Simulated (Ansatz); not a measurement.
ScF3, DFT, LDA, PAW with Ansatz's default frozen-core files, scalar-relativistic (Ansatz 0.2.0), run on 1 thread of Intel(R) Xeon(R) Platinum 8488C (Sapphire Rapids) on a shared host.

The cell comes from COD entry 4127282, which wasn't checked; take it as a given geometry. The listed cell was then made from it by scaling, straining or moving an atom.

Command: `ansatz run input.yaml --threads 1 --pin off --max-ram 4096MiB --backend cpu --events-out ev --progress --plain --runs-dir out`

```yaml
crystal:
  lattice:
    - [4.01245, 0.0, 0.0]
    - [0.0, 4.01245, 0.0]
    - [0.0, 0.0, 3.9723255]
  atoms:
    - { symbol: Sc, position: [0.0, 0.0, 0.0] }
    - { symbol: F, position: [0.5, 0.0, 0.0] }
    - { symbol: F, position: [0.0, 0.5, 0.0] }
    - { symbol: F, position: [0.0, 0.0, 0.5] }
kpoints:
  mp_grid: { grid: [6, 6, 6] }
scf:
  occupations: { method: fermi_dirac, width: 0.02 }
hamiltonian:
  xc: lda
  pseudopotentials: { kind: paw }
output:
  forces: true
  stress: true
  eigenvalues: true
  efg: { contact_densities: true }
```

How large is the problem that the program sets up?

40 irreducible k-points, 1237 plane waves at Γ, 20 bands.

Estimate the wall time and the peak memory.

3.1 s of wall time for 7 SCF iterations, with a peak of 0.41 GiB. Times on shared machines scatter by tens of per cent.

And the same cell and mesh by all-electron PAW (datasets made for this crystal), asked for forces, stress, eigenvalues, efg, on the same hardware?

12 s, peak memory 0.59 GiB.
